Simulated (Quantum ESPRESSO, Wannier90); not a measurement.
# Wannierisation of Te2Mo (P6₃/mmc, 2Hc stacking as in molybdenite)

Cell from Materials Project (mp-602), symmetrised, no further relaxation. COD (Crystallography Open Database) has the formula in 2 space groups, this one among them (matched by group alone). Level: PBEsol, no spin polarisation, no spin-orbit coupling; pw.x of Quantum ESPRESSO at 66 Ry with PseudoDojo potentials, 4×4×4 k-points, Wannier90. Density: 12×12×2 mesh, Gaussian smearing 0.01 Ry. The cell is built of weakly bound layers, chains or molecules, whose nearest atoms lie 4.27 Å apart. Database cells relaxed without dispersion often hold them too far apart, which can enlarge gaps and weakens couplings between them; spacing and stacking were not compared with the measured crystal. Spin-orbit coupling is left out although heavy elements are present.

On the energy scale of pw.x, whose zero is arbitrary, the valence-band maximum lies at 11.29 eV.

Input w.win:

```
num_bands = 6
num_wann = 6
exclude_bands = 1-22,29-78
num_iter = 1000
conv_tol = 1.0e-6
conv_window = 4
write_hr = true
write_u_matrices = true
auto_projections = true
begin unit_cell_cart
ang
    3.5656497917    0.0000000000    0.0000000000
   -1.7828248959    3.0879433006    0.0000000000
    0.0000000000    0.0000000000   14.6477800000
end unit_cell_cart
begin atoms_frac
Te   0.3333333333 -0.3333333333 -0.3721800000
Te  -0.3333333333  0.3333333333  0.3721800000
Te  -0.3333333333  0.3333333333  0.1278200000
Te   0.3333333333 -0.3333333333 -0.1278200000
Mo   0.3333333333 -0.3333333333  0.2500000000
Mo  -0.3333333333  0.3333333333 -0.2500000000
end atoms_frac
mp_grid = 4 4 4
begin kpoints
0.0000000000 0.0000000000 0.0000000000
0.0000000000 0.0000000000 0.2500000000
0.0000000000 0.0000000000 0.5000000000
... (61 more lines: the 4x4x4 mesh through Gamma)
end kpoints
```

Input of pw2wannier90.x that gives the overlap and projection files (equivalent; here they were cut from one run over all bands):

```
&inputpp
  outdir = './out'
  prefix = 'pwscf'
  seedname = 'w'
  write_amn = .true.
  write_mmn = .true.
  atom_proj = .true.
  atom_proj_exclude = 1 2 3 4 5 6 7 8 9 10 11 12 13 14 15 16 17 18 19 20 21 22 23 24 25 26 27 28 29 30 31 32 33 34 35 36 37 41 42 43 44 45 46 47 51 52 53 54 55 56
/
```

Output w.wout (banner and timings cut):

```
                                    ------
                                    SYSTEM
                                    ------

                              Lattice Vectors (Ang)
                    a_1     3.565650   0.000000   0.000000
                    a_2    -1.782825   3.087943   0.000000
                    a_3     0.000000   0.000000  14.647780

                   Unit Cell Volume:     161.27974  (Ang^3)

                        Reciprocal-Space Vectors (Ang^-1)
                    b_1     1.762143   1.017374  -0.000000
                    b_2     0.000000   2.034748   0.000000
                    b_3     0.000000  -0.000000   0.428951

 *----------------------------------------------------------------------------*
 |   Site       Fractional Coordinate          Cartesian Coordinate (Ang)     |
 +----------------------------------------------------------------------------+
 | te   1   0.33333  -0.33333  -0.37218   |    1.78282  -1.02931  -5.45161    |
 | te   2  -0.33333   0.33333   0.37218   |   -1.78282   1.02931   5.45161    |
 | te   3  -0.33333   0.33333   0.12782   |   -1.78282   1.02931   1.87228    |
 | te   4   0.33333  -0.33333  -0.12782   |    1.78282  -1.02931  -1.87228    |
 | mo   1   0.33333  -0.33333   0.25000   |    1.78282  -1.02931   3.66194    |
 | mo   2  -0.33333   0.33333  -0.25000   |   -1.78282   1.02931  -3.66194    |
 *----------------------------------------------------------------------------*
                                ------------
                                K-POINT GRID
                                ------------

             Grid size =  4 x  4 x  4      Total points =   64

 *---------------------------------- MAIN ------------------------------------*
 |  Number of Wannier Functions               :                 6             |
 |  Number of Objective Wannier Functions     :                 6             |
 |  Number of input Bloch states              :                 6             |
 |  Output verbosity (1=low, 5=high)          :                 1             |
 |  Timing Level (1=low, 5=high)              :                 1             |
 |  Optimisation (0=memory, 3=speed)          :                 3             |
 |  Length Unit                               :               Ang             |
 |  Post-processing setup (write *.nnkp)      :                 F             |
 |  Using Gamma-only branch of algorithms     :                 F             |
 *----------------------------------------------------------------------------*
 *------------------------------- WANNIERISE ---------------------------------*
 |  Total number of iterations                :              1000             |
 |  Number of CG steps before reset           :                 5             |
 |  Trial step length for line search         :             2.000             |
 |  Convergence tolerence                     :         0.100E-05             |
 |  Convergence window                        :                 4             |
 |  Iterations between writing output         :                 1             |
 |  Iterations between backing up to disk     :               100             |
 |  Write r^2_nm to file                      :                 F             |
 |  Write xyz WF centres to file              :                 F             |
 |  Write on-site energies <0n|H|0n> to file  :                 F             |
 |  Use guiding centre to control phases      :                 F             |
 |  Use phases for initial projections        :                 F             |
 *----------------------------------------------------------------------------*
 *-------------------------------- PLOTTING ----------------------------------*
 |  Plotting Hamiltonian in WF basis          :                 T             |
 *----------------------------------------------------------------------------*

 *---------------------------------- K-MESH ----------------------------------*
 +----------------------------------------------------------------------------+
 |                    Distance to Nearest-Neighbour Shells                    |
 |                    ------------------------------------                    |
 |          Shell             Distance (Ang^-1)          Multiplicity         |
 |          -----             -----------------          ------------         |
 |             1                   0.107238                      2            |
 |             2                   0.214476                      2            |
 |             3                   0.321714                      2            |
 |             4                   0.428951                      2            |
 |             5                   0.508687                      6            |
 |             6                   0.519868                     12            |
 |             7                   0.536189                      2            |
 |             8                   0.552053                     12            |
       ... (lines left out)
 +----------------------------------------------------------------------------+
 | The b-vectors are chosen automatically                                     |
 | The following shells are used:                       1,  5                 |
 +----------------------------------------------------------------------------+
 |                        Shell   # Nearest-Neighbours                        |
 |                        -----   --------------------                        |
 |                          1               2                                 |
 |                          2               6                                 |
 +----------------------------------------------------------------------------+
 | Completeness relation is fully satisfied [Eq. (B1), PRB 56, 12847 (1997)]  |
 +----------------------------------------------------------------------------+
 |                  b_k Vectors (Ang^-1) and Weights (Ang^2)                  |
 |                  ----------------------------------------                  |
 |            No.         b_k(x)      b_k(y)      b_k(z)        w_b           |
 |            ---        --------------------------------     --------        |
 |             1         0.000000    0.000000    0.107238    43.478431        |
 |             2         0.000000    0.000000   -0.107238    43.478431        |
 |             3         0.000000    0.508687    0.000000     1.288183        |
 |             4         0.440536    0.254343    0.000000     1.288183        |
 |             5         0.000000   -0.508687    0.000000     1.288183        |
 |             6         0.440536   -0.254343    0.000000     1.288183        |
 |             7        -0.440536   -0.254343    0.000000     1.288183        |
 |             8        -0.440536    0.254343    0.000000     1.288183        |
 +----------------------------------------------------------------------------+
 |                           b_k Directions (Ang^-1)                          |
 |                           -----------------------                          |
 |            No.           x           y           z                         |
 |            ---        --------------------------------                     |
 |             1         0.000000    0.000000    0.107238                     |
 |             2         0.000000    0.508687    0.000000                     |
 |             3         0.440536    0.254343    0.000000                     |
 |             4         0.440536   -0.254343    0.000000                     |
 +----------------------------------------------------------------------------+

 Starting a new Wannier90 calculation ...

 Reading overlaps from w.mmn

 Reading projections from w.amn

 *------------------------------- WANNIERISE ---------------------------------*
 +--------------------------------------------------------------------+<-- CONV
 | Iter  Delta Spread     RMS Gradient      Spread (Ang^2)            |<-- CONV
 +--------------------------------------------------------------------+<-- CONV

 ------------------------------------------------------------------------------
 Initial State
  WF centre and spread    1  (  1.782825, -1.029314,  3.661945 )     0.62396175
  WF centre and spread    2  (  1.782825, -1.041121,  3.661945 )     0.57569740
  WF centre and spread    3  (  1.782825, -1.017338,  3.661945 )     0.57569744
  WF centre and spread    4  ( -1.782825,  1.029314, -3.661945 )     0.62396175
  WF centre and spread    5  ( -1.782825,  1.041121, -3.661945 )     0.57569740
  WF centre and spread    6  ( -1.782825,  1.017338, -3.661945 )     0.57569743
  Sum of centres and spreads (  0.000000, -0.000000, -0.000000 )     3.55071318

      0     0.355E+01     0.0000000000        3.5507131762  <-- CONV
        O_D=      0.0001255 O_OD=      0.0042362 O_TOT=      3.5507132 <-- SPRD
 ------------------------------------------------------------------------------
      1    -0.191E-07     0.0003677759        3.5507131571  <-- CONV
        O_D=      0.0001255 O_OD=      0.0042362 O_TOT=      3.5507132 <-- SPRD
      2    -0.269E-07     0.0003830218        3.5507131302  <-- CONV
        O_D=      0.0001254 O_OD=      0.0042362 O_TOT=      3.5507131 <-- SPRD
      3    -0.181E-07     0.0003988929        3.5507131121  <-- CONV
        O_D=      0.0001254 O_OD=      0.0042362 O_TOT=      3.5507131 <-- SPRD
      4    -0.218E-08     0.0001668925        3.5507131099  <-- CONV
        O_D=      0.0001254 O_OD=      0.0042362 O_TOT=      3.5507131 <-- SPRD
             <<<     Delta < 1.000E-06  over  4 iterations     >>>
             <<< Wannierisation convergence criteria satisfied >>>
 Final State
  WF centre and spread    1  (  1.782825, -1.029314,  3.661945 )     0.62396175
  WF centre and spread    2  (  1.782825, -1.041121,  3.661945 )     0.57569738
  WF centre and spread    3  (  1.782825, -1.017339,  3.661945 )     0.57569743
  WF centre and spread    4  ( -1.782825,  1.029314, -3.661945 )     0.62396175
  WF centre and spread    5  ( -1.782825,  1.041121, -3.661945 )     0.57569738
  WF centre and spread    6  ( -1.782825,  1.017339, -3.661945 )     0.57569743
  Sum of centres and spreads (  0.000000, -0.000000, -0.000000 )     3.55071311

         Spreads (Ang^2)       Omega I      =     3.546351518
        ================       Omega D      =     0.000125429
                               Omega OD     =     0.004236162
    Final Spread (Ang^2)       Omega Total  =     3.550713110
```
